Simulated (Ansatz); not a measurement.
Relaxed (100) slab cut from Cu (space group P6_3/mmc (No. 194)); the slab's formula is Cu, its outer planes Cu (top) and Cu (bottom):

```
Cu
1.0
     2.52059    0.00000    0.00000
     0.00000    4.11652    0.00000
     0.00000    0.00000   27.36974
Cu
12
Direct
  0.00000 0.25000 0.27907
  0.00000 0.75000 0.32621
  0.50000 0.25000 0.35484
  0.50000 0.75000 0.40665
  0.00000 0.25000 0.43414
  0.00000 0.75000 0.48639
  0.50000 0.25000 0.51361
  0.50000 0.75000 0.56586
  0.00000 0.25000 0.59335
  0.00000 0.75000 0.64516
  0.50000 0.25000 0.67379
  0.50000 0.75000 0.72093
```

Level of theory: Ansatz 0.2.0, DFT PBEsol, scalar-relativistic, plane waves, PAW. Cutoff 420 eV; k points 14×9×1 on the computed 12-atom cell (Γ-centred); Gaussian smearing, width 0.10 eV; no spin polarisation. The cell repeats along c with a dipole correction in the vacuum.

The potential is the smooth part; its values at the atoms depend on the PAW datasets.

Question: How does the plane-averaged electrostatic potential energy of an electron run along c, counted from the Fermi level?

Answer: (z (Å), V (eV)): (2.85, 4.23), (3.14, 4.23), (3.42, 4.23), (3.71, 4.23), (3.99, 4.23), (4.28, 4.22), (4.56, 4.22), (4.85, 4.21), (5.13, 4.19), (5.42, 4.15), (5.70, 4.07), (5.99, 3.91), (6.27, 3.57), (6.56, 2.86), (6.84, 0.96), (7.13, -3.22), (7.41, -6.82), (7.70, -7.96), (7.98, -6.91), (8.27, -5.85), (8.55, -7.40), (8.84, -10.06), (9.12, -12.94), (9.41, -13.68), (9.69, -11.10), (9.98, -8.15), (10.26, -4.98), (10.55, -4.77), (10.83, -7.93), (11.12, -11.15), (11.40, -14.03), (11.69, -13.42), (11.97, -10.18), (12.26, -6.90), (12.54, -4.16), (12.83, -5.62), (13.11, -9.03), (13.40, -12.41), (13.68, -14.41), (13.97, -12.41), (14.26, -9.03), (14.54, -5.62), (14.83, -4.16), (15.11, -6.90), (15.40, -10.18), (15.68, -13.42), (15.97, -14.03), (16.25, -11.15), (16.54, -7.93), (16.82, -4.77), (17.11, -4.98), (17.39, -8.15), (17.68, -11.10), (17.96, -13.68), (18.25, -12.94), (18.53, -10.06), (18.82, -7.40), (19.10, -5.85), (19.39, -6.91), (19.67, -7.96), (19.96, -6.82), (20.24, -3.22), (20.53, 0.96), (20.81, 2.86), (21.10, 3.57), (21.38, 3.91), (21.67, 4.08), (21.95, 4.15), (22.24, 4.19), (22.52, 4.21), (22.81, 4.22), (23.09, 4.22), (23.38, 4.23), (23.66, 4.23), (23.95, 4.23), (24.23, 4.23), (24.52, 4.23)

The vacuum level lies 4.23 eV above the Fermi level.

The reference crystal is a form of Cu, which isn't its usual structure.

Cost: 1 run of about 38 core-minutes, on Intel Xeon Processor @ 2.50GHz (Skylake/Cascade Lake) (shared hosts).